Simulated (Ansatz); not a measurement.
# Structure map: energy, volume and gap of polymorphs

Relaxing one composition in several structure types shows which are competitive, which pressure would favour, and how volume and gap change with structure.

TiGe2, MoSi2 or CaC2 type serves as the reference. The reference is the lowest phase computed, which need not be the stable form in nature.

### Data

Computed with Ansatz, a plane-wave PAW program. energy: PBE, total energy at 0 K with the change to a 700 eV cutoff added (comparable within one formula alone); volume per atom: PBE, relaxed cell; gap: PBE; bulk modulus: PBE, equation-of-state fit.

Working rules: ΔE = E − E_ref; ΔV = V − V_ref; temperature scale ΔE/k_B = 11.605 K/meV × ΔE.

```tsv
crystal	E (eV/atom)	V (Å³/atom)	gap (eV)	B₀ (GPa)	ΔE (meV/atom)	ΔV (Å³/atom)	ΔE/k_B (K)
TiGe2, AlB2 type, P6/mmm	−3696.633	16.77	0.00	95.7	171.0	0.36	2000
TiGe2, fluorite or antifluorite type	−3696.475	19.67	0.00	77.5	329.0	3.26	3800
TiGe2, MoSi2 or CaC2 type, reference	−3696.804	16.41	0.00	105	0.0	0.00	0
TiGe2, Al2Cu type, I4/mcm	−3696.772	18.97	0.00	–	32.0	2.56	370
```

Started from generated or typed cells, with no claim that the phase is known: TiGe2, AlB2 type, P6/mmm; TiGe2, fluorite or antifluorite type; TiGe2, MoSi2 or CaC2 type; TiGe2, Al2Cu type, I4/mcm. No gap (0.00) means none at this level, which can close a small real gap. Spin–orbit coupling is left out unless named.

### Worked example

Worked for TiGe2, Al2Cu type, I4/mcm:

1. ΔE = 1000 × (−3696.772 − (−3696.804)) = 32.0 meV/atom
2. ΔV = 18.97 − 16.41 = 2.56 Å³/atom
3. ΔE/k_B: 11.605 × 32.0 = 370 K

### Result

Ranking by ΔE, lowest first: TiGe2, MoSi2 or CaC2 type (0.0 ± 5.0), TiGe2, Al2Cu type, I4/mcm (32.0 ± 5.0), TiGe2, AlB2 type, P6/mmm (171.0 ± 5.0), TiGe2, fluorite or antifluorite type (329.0 ± 5.0). The ± follows from allowances picked for this note (energy 0.004 eV/atom, 3 meV/atom on the figure itself), carried to first order and added in quadrature, each row's own inputs moving alone; ≈ joins neighbours closer than their two ± added in quadrature.

Wanted are low ΔE and low volume per atom; no other row betters these on both counts: TiGe2, MoSi2 or CaC2 type (0.0, 16.41). The reference is on the front.

No row is clearly denser than the reference, so pressure favours none of them.

### Caveats

Vibrational free energy is left out, and phases that were not computed could lie lower. Rows are a sample of the computed phases of this formula. Limits of the draw: a spread of over 30 meV/atom, none over 0.9 eV/atom above the reference, within 8 meV/atom of the lowest or within 3 meV/atom of a neighbour. As a rule kept out of such tables: 4f compounds, open-shell compounds run without a Hubbard term, cells found unstable in the tests at hand, cells close to a higher symmetry, and runs set to a pressure or over 12 % in volume from the crystal's fullest run. A dash marks a value that is not given here.
